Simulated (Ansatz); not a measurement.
Electric field gradients in Ag₃B

Theory: DFT PBE, scalar-relativistic, plane waves, PAW in Ansatz 0.2.0. Plane waves to 420 eV; Γ-centred k mesh 18×18×6; Fermi-Dirac smearing of 0.15 eV. No spin polarisation.

The cell, relaxed at this level:
```
CELL_PARAMETERS angstrom
3.00622 0.00000 0.00000
-1.50311 2.60347 0.00000
0.00000 0.00000 7.81401
ATOMIC_POSITIONS crystal
Ag 0.66667 0.33333 0.50000
Ag 0.33333 0.66667 0.19296
Ag 0.33333 0.66667 0.80704
B 0.66667 0.33333 0.00000
```

The cell was built by swapping an element in a database structure (itself possibly hypothetical) and relaxing; it need not be the stable form of this composition. In a metal these results depend on the k mesh and the smearing. Spin–orbit coupling is left out, which matters for gradients at heavy nuclei.

**Question.** Give V_zz (10²¹ V/m²) and the asymmetry η at each distinct site.

**Answer.**
```json
{"atom": "Ag (atom 1)", "V_zz": "-2.15", "η": "0.00"}
{"atom": "Ag (atom 2)", "V_zz": "0.462", "η": "0.00"}
{"atom": "B (atom 4)", "V_zz": "-1.09", "η": "0.00"}
```

Cost: 1 run of about 0.14 core-minutes, on Intel Xeon 6975P-C (Granite Rapids) (shared hosts).